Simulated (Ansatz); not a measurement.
An elastic tensor (GPa, Voigt order, standard axes) from plane-wave PAW LDA (Ansatz code):

```
  276    168    168    0.0    0.0    0.0
  168    276    168    0.0    0.0    0.0
  168    168    276    0.0    0.0    0.0
  0.0    0.0    0.0  100.0    0.0    0.0
  0.0    0.0    0.0    0.0  100.0    0.0
  0.0    0.0    0.0    0.0    0.0  100.0
```

Which of these materials gives this?
A) ZnS, zinc blende
B) HfO2, fluorite
C) CoSi2, fluorite or antifluorite type
D) SiO2, Pn-3m (Si on 2a, O on 4b)

C, CoSi2, fluorite or antifluorite type

Space group Fm-3m (fluorite or antifluorite type). Symmetry was held in the LDA relaxation. No spin polarisation was allowed. As this level gives no gap, shear constants depend on the k-mesh and smearing (Fermi–Dirac, 0.1 eV here).

Potentials: the earlier of the program's two PAW sets. The files were generated under PBE; for other functionals the program regenerates the frozen cores, and for LDA and PBEsol the local potential too.
